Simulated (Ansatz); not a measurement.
NbSi2 in space group I4/mcm (No. 140; Si on 8h, Nb on 4a), PBE in the plane-wave PAW code Ansatz, all energies at zero smearing, with the estimated change up to a 700 eV cutoff added, with one set of potentials and settings (totals compare only within such a set). Cell of 6 atoms (4 Si, 2 Nb): -11647.844 eV.

```
element             reference phase  E (eV/atom)
-------  --------------------------  -----------
Si       Fd-3m, 2 atoms in the cell    -635.8096
Nb       Im-3m, 1 atoms in the cell   -4552.2836
```

Formation energy per atom, worked out: (-11647.844 − 4×(-635.8096) − 2×(-4552.2836))/6 = -0.006 eV/atom (-1 kJ per mol of atoms), at 0 K, without zero-point energy or fitted corrections.

The cell is a constructed one: a structure type filled with these elements; neither database checked (COD, Materials Project) lists it. COD files the formula under space group No. 180, 181, so this cell is another polymorph or a model. Its standing as an ambient phase is unchecked. The PBE relaxation kept the symmetry of its start; whether a distortion lowers the energy is not shown. No spin polarisation was allowed. The references are the lowest solids computed at this level, not always the standard phases.

Potentials: the later of the program's two PAW sets.
